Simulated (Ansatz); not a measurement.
A relaxed cell of KHfS2 is given with its symmetry left out. The cell was found from a structure generator's guess, not taken from experiment.

The calculation used Ansatz 0.2.0, DFT PBE, scalar-relativistic, plane waves, PAW. Cutoff 420 eV, Γ-centred mesh, Gaussian smearing, no spin polarisation.

```cif
data_structure
_symmetry_space_group_name_H-M 'P 1'
_symmetry_Int_Tables_number 1
_cell_length_a 3.6442
_cell_length_b 3.6442
_cell_length_c 7.6688
_cell_angle_alpha 90.000
_cell_angle_beta 90.000
_cell_angle_gamma 120.000
_cell_volume 88.20
loop_
_atom_site_label
_atom_site_type_symbol
_atom_site_fract_x
_atom_site_fract_y
_atom_site_fract_z
_atom_site_occupancy
K1 K 0.00000 0.00000 0.50000 1
Hf1 Hf 0.66667 0.33333 0.00000 1
S1 S 0.33333 0.66667 0.20224 1
S2 S 0.33333 0.66667 0.79776 1
```

Energies over the elements count from the elements' standard structures at the same level, with no fitted energy shifts.

Question: Find its symmetry and describe it.

Answer: P-6m2 (No. 187). Conventional cell: a = 3.644 Å, c = 7.669 Å. K has 6 S at 3.10 Å and 6 K at 3.64 Å; Hf is surrounded by 6 S at 2.61 Å; around S lie 3 Hf at 2.61 Å, 1 S at 3.10 Å and 3 K at 3.10 Å.

Question: How far does it lie from the elements in energy?

Answer: −1.44 eV/atom. It lies below the elements, which doesn't yet make it stable against other compounds or structures.

Question: Is it a metal?

Answer: Yes, bands cross the Fermi level on the 12×12×6 mesh.

The last run used a 12×12×6 mesh (in the run's order of axes) for its 4-atom cell and Gaussian smearing of 0.10 eV. Spin–orbit coupling, which can matter for Hf, is left out. An odd number of electrons in the primitive cell allows no gap without spin; a larger cell or a magnetic state could open one. The cell is a metal run without spin; a magnetic state may lie lower. The reference form of S is held partly by dispersion forces, which this level lacks. Symmetry constrained the relaxation, so the result can be a saddle point.
